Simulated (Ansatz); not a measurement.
## Frozen-phonon scan for InSb (zinc blende)

Starting cell, InSb (zinc blende):

```xyz
4
Lattice="0.0000 6.6346 6.6346 3.3173 3.3173 6.6346 3.3173 3.3173 0.0000" Properties=species:S:1:pos:R:3 pbc="T T T"
Sb     4.9760    11.6106    11.6106
Sb     4.9760     8.2933     8.2933
In     0.0000     0.0000     0.0000
In     3.3173     6.6346     9.9519
```

A phonon eigenvector at X = (0.5, 0.5, 0.0) is frozen into this cell: atom i moves by Q times the vector below, so Q is the largest atomic displacement, in Å. The cell is held. It is one choice among 2 degenerate patterns. (q is in reciprocal vectors of the primitive cell; the cell shown is doubled to hold the pattern.)

| atom | x | y | z |
|---|---|---|---|
| Sb1 | 0.000 | 1.000 | 0.000 |
| Sb2 | 0.000 | -1.000 | 0.000 |
| In3 | -0.884 | 0.000 | 0.000 |
| In4 | 0.884 | 0.000 | 0.000 |

Computed with PBE (plane waves to 420 eV, PAW, scalar-relativistic; Ansatz, an electronic-structure program). k mesh 12×12×12 (Γ-centred), Fermi-Dirac smearing 0.05 eV. E stands for the smeared free energy. Compression counts positive. With partly filled bands, energies and forces of such displacements shift with the k mesh and the smearing. At this level the bands of InSb touch or barely overlap; measurements give the solid a gap. InSb was relaxed with its symmetry unable to fall. Spin-orbit coupling is left out, though Sb is heavy. The zero of ΔE is the undisplaced structure.

```csv
Q (Å),ΔE (eV/cell),P (GPa),−dE/dQ from forces (eV/Å)
-0.180,0.641,2.0,7.223
-0.150,0.443,1.4,5.967
-0.120,0.282,0.9,4.739
-0.090,0.158,0.5,3.534
-0.060,0.070,0.2,2.346
-0.030,0.018,0.1,1.170
0.000,0.000,0.0,0.000
0.030,0.018,0.1,-1.170
0.060,0.070,0.2,-2.346
0.090,0.158,0.5,-3.534
0.120,0.282,0.9,-4.739
0.150,0.443,1.4,-5.967
0.180,0.641,2.0,-7.223
```

Derived quantities:

```
Quantity                                                                                                             Result
-----------------------------------------------------------  --------------------------------------------------------------
Energy at Q = 0.180 Å                                                                                          641 meV/cell
Space group of the distorted cell                                                       C222_1 (No. 20), lowered from F-43m
Symmetry of the curve                                                                         even: the same for both signs
Shape of the curve                                           a single well with its minimum at or next to zero displacement
Harmonic wavenumber from the curvature (finite differences)                                                        158 cm⁻¹
Wavenumber by perturbation theory (DFPT, on another k mesh)                                                        158 cm⁻¹
```

(For displaced atoms, the force is minus the slope of the energy, and its curvature is a force constant, which sets phonon frequencies.)
